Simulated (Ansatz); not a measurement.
Step by step: SrHg$_{2}$, atoms shaken at random, then relaxed with the cell

The calculation used DFT, PBEsol, all-electron LAPW, scalar-relativistic (Ansatz 0.2.0).

Command: `ansatz run input.yaml --threads 1 --pin off --max-ram 3072MiB --backend cpu --events-out ev --progress --plain --runs-dir out` The run took 8.4 min on 1 thread of Intel(R) Xeon(R) Platinum 8375C CPU @ 2.90GHz (Ice Lake) (shared host), peak memory 0.84 GiB.

```yaml
crystal:
  lattice:
    - [5.0153195696, 0.0, 0.0]
    - [-2.5076597848, 4.3433941554, 0.0]
    - [0.0, 0.0, 4.01641337]
  atoms:
    - { symbol: Sr, position: [-0.03031208, 0.00019799, -0.01902114] }
    - { symbol: Hg, position: [0.6618092667, 0.3391314333, 0.48137305] }
    - { symbol: Hg, position: [0.3288010833, 0.6286015467, 0.52112452] }
kpoints:
  mp_grid: { grid: [5, 5, 6] }
scf:
  occupations: { method: fermi_dirac, width: 0.05 }
hamiltonian:
  xc: pbesol
  pseudopotentials: { kind: all_electron, lapw: { basis_error: 0.001 } }
output:
  forces: true
  stress: true
relax:
  f_tol: 0.01
  max_steps: 80
  cell: {}
```

No spin–orbit coupling, which matters for the heavy atoms here.

Structure from Materials Project entry mp-11472 (possibly hypothetical). The listed cell was then made from it by scaling, straining or moving an atom.

Each frame lists the cell vectors (Å), then Cartesian positions (Å) and forces (eV/Å). Free energies count from the first step, -1153837.5041 eV.

The walk took 6 evaluations in all; steps that aren't listed are left out.

Step 1: E = 0.0 meV, P = -0.92 GPa

```
cell 5.0153 0.0000 0.0000 -2.5077 4.3434 0.0000 0.0000 0.0000 4.0164
Sr   -0.1525    0.0009   -0.0764     0.212  -0.121   0.175
Hg    2.4688    1.4730    1.9334     0.534  -0.539   0.027
Hg    0.0727    2.7303    2.0931    -0.746   0.660  -0.203
```

Step 2: E = -146.2 meV, P = -0.28 GPa

```
cell 4.9673 0.0049 -0.0012 -2.4794 4.2493 -0.0010 -0.0010 -0.0015 3.9939
Sr   -0.0897   -0.0290   -0.0336     0.151  -0.057   0.040
Hg    2.4695    1.3785    1.9439    -0.062  -0.038   0.040
Hg   -0.0106    2.7668    2.0155    -0.089   0.095  -0.081
```

Step 3: E = -156.8 meV, P = 0.00 GPa

```
cell 4.9483 0.0040 -0.0015 -2.4707 4.2508 -0.0011 -0.0012 -0.0017 3.9697
Sr   -0.0400   -0.0449   -0.0223     0.003  -0.002   0.002
Hg    2.4367    1.3769    1.9602    -0.001  -0.005   0.002
Hg   -0.0376    2.7848    1.9637    -0.002   0.007  -0.004
```

Step 4: E = -157.0 meV, P = -0.02 GPa

```
cell 4.9452 0.0026 -0.0008 -2.4703 4.2609 -0.0006 -0.0006 -0.0009 3.9602
Sr   -0.0391   -0.0456   -0.0218     0.000   0.000   0.000
Hg    2.4345    1.3780    1.9575     0.000   0.000   0.000
Hg   -0.0382    2.7934    1.9577     0.000   0.001   0.000
```

(1) How does the relaxation end?

Results:

(1) It converges, with a = 4.936 Å, b = 4.931 Å, c = 3.958 Å, α = 90.01°, β = 90.00°, γ = 120.02° for the cell as listed; within 0.05 Å it has space group P6/mmm; smaller departures are within what the tolerances leave open. The last solve (on a basis chosen afresh for the final cell, so its energy is not quite comparable) gives E = -157.0 meV, P = 0.00 GPa:
```
cell 4.9361 0.0008 -0.0002 -2.4673 4.2694 -0.0002 -0.0001 -0.0003 3.9578
Sr   -0.0389   -0.0457   -0.0218     0.000   0.000   0.000
Hg    2.4294    1.3784    1.9569     0.000   0.000   0.000
Hg   -0.0387    2.8002    1.9569     0.000   0.000   0.000
```
